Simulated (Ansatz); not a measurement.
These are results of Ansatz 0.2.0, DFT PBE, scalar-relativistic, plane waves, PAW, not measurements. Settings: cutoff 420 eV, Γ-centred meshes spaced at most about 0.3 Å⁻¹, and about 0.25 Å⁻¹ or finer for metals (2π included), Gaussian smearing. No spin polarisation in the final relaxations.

Temperature and zero-point effects are left out.

Two relaxed structures of Be2ZnTe2Se:

A.

```xyz
6
Lattice="3.7488 0.0000 0.0000 0.0000 3.7488 0.0000 0.0000 0.0000 11.4873" Properties=species:S:1:pos:R:3 pbc="T T T"
Be    1.8744    0.0000    0.2026
Be    0.0000    1.8744    0.2026
Zn    0.0000    0.0000    5.3135
Te    1.8744    1.8744   10.1078
Te    0.0000    0.0000    1.7811
Se    1.8744    1.8744    5.3671
```

B.

```xyz
6
Lattice="3.5977 0.0000 0.0000 0.0000 3.5977 0.0000 0.0000 0.0000 11.9378" Properties=species:S:1:pos:R:3 pbc="T T T"
Be    1.7989    0.0000    6.7811
Be    0.0000    1.7989    5.1567
Zn    1.7989    1.7989    0.0000
Te    1.7989    0.0000    4.3490
Te    0.0000    1.7989    7.5888
Se    0.0000    0.0000    0.0000
```

Question: Which is lower in energy, and by how much?

Answer: A is lower, by 208 meV/atom. A has space group P4mm (No. 99), 26.9 Å³/atom and no gap on its mesh; B has space group P-4m2 (No. 115), 25.8 Å³/atom and no gap. Counting Be, Te or Zn atoms around Se (for each partner element, those within 1.25 times its shortest distance or 1.15 times the sum of covalent radii, where it is the nearest in units of that sum or under 1.3), A and B both have Se 4. Both come from invented guesses.

Weakly bound directions are ill-defined at this level, which has no dispersion term (P4mm, P-4m2), and this can change margins and order among such cells. Spin–orbit coupling, which can matter for Te, is left out. The zero gap of P4mm may come from the functional, which often closes small gaps. Cells relaxed within their symmetry can be saddle points.
